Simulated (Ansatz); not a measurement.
SnMo₃N:
```yaml
crystal:
  lattice:
    - [4.13777, 0.00000, 0.00000]
    - [0.00000, 4.13777, 0.00000]
    - [0.00000, 0.00000, 4.13777]
  atoms:
    - { symbol: Sn, position: [0.00000, 0.00000, 0.00000] }
    - { symbol: Mo, position: [0.00000, 0.50000, 0.50000] }
    - { symbol: Mo, position: [0.50000, 0.00000, 0.50000] }
    - { symbol: Mo, position: [0.50000, 0.50000, 0.00000] }
    - { symbol: N, position: [0.50000, 0.50000, 0.50000] }
```

Relaxed with PBEsol. Special points in fractions of this cell's reciprocal vectors: Γ (0.000, 0.000, 0.000); X (0.000, 0.500, 0.000); M (0.500, 0.500, 0.000); R (0.500, 0.500, 0.500).

Problem. List the band energies nearest the Fermi level at these points for PBEsol with spin–orbit coupling (plane waves, PAW; program Ansatz).

Solution. In eV from the Fermi level; about four levels below and three above (degenerate sets whole), none deeper than 8.9 eV; points with the same levels are listed once.

```json
[
 {"k": "Γ", "below": "-0.17 -0.17 -0.17 -0.17 -0.07 -0.07", "above": "0.12 0.12 0.12 0.12"},
 {"k": "X", "below": "-0.32 -0.32 -0.21 -0.21", "above": "0.21 0.21 1.03 1.03"},
 {"k": "M", "below": "-0.31 -0.31 -0.27 -0.27", "above": "0.52 0.52 0.63 0.63"},
 {"k": "R", "below": "-1.75 -1.75 -1.75 -1.75 -1.64 -1.64", "above": "0.60 0.60 0.60 0.60"}
]
```

Space group Pm-3m (anti-perovskite). The start of the workflow was typed in or built on a structure type; neither database checked (COD, Materials Project) lists it. Its standing as an ambient phase is unchecked. Symmetry was held in the PBEsol relaxation. At this level the phase is dynamically unstable (imaginary phonons). The workflow began spin-polarised and lost its moments.

Potentials: the earlier of the program's two PAW sets. The files were generated under PBE; for other functionals the program regenerates the frozen cores, and for LDA and PBEsol the local potential too.
